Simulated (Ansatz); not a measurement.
## CdAu: a fit and a missing row

CdAu, Pm-3m, a = 3.318 Å. The structure is a COD entry; whether it is the stable form wasn't checked. Ansatz: PBEsol, PAW, 420 eV, Γ-centred 12×12×12 mesh on 2 atoms, Gaussian smearing 0.10 eV; no spin polarisation. Symmetry fixes shape and atoms, so the cell is only scaled; pressure is positive in compression.

| V (Å³/atom) | P (GPa) |
| --- | --- |
| 16.066 | 21.47 |
| 16.614 | 14.42 |
| 17.161 | 8.63 |
| 17.709 | 3.88 |
| 18.257 | 0.00 |
| 18.805 | -3.17 |
| 19.352 | ? |
| 20.083 | -8.45 |

Take V0 = 18.257 Å³/atom, fit the third-order Birch–Murnaghan form to the other rows, and predict the missing pressure.

With the Eulerian strain f = ½[(V0/V)^(2/3) − 1] and y = P/[3f(1 + 2f)^(5/2)], the form is the line y = B0 + 1.5 B0 (B0′ − 4) f. Rows (f, y): 0.04448, 130.0; 0.03244, 126.6; 0.02107, 123.1; 0.01026, 119.8; -0.00976, 113.7; -0.03079, 107.2. Means f = 0.01128, y = 120.07; Σ(Δf)² = 0.003859, ΣΔfΔy = 1.173; the slope is their ratio. y = 116.6 + 304.0 f GPa, so B0 = 116.6 GPa and B0′ = 4 + 2 × (304.0)/(3 × 116.6) = 5.74. At V = 19.352, f = -0.01904, y = 110.81 and P = -5.74 GPa. The run gave -5.75 GPa, so the fit is 0.01 GPa too high, within the rms miss on the fitted rows (0.01 GPa).

Spin–orbit coupling is left out, which can shift energies with elements as heavy as these.

Cost: 8 runs of about 0.71 core-minutes in all, on Arm Neoverse V1 (shared hosts).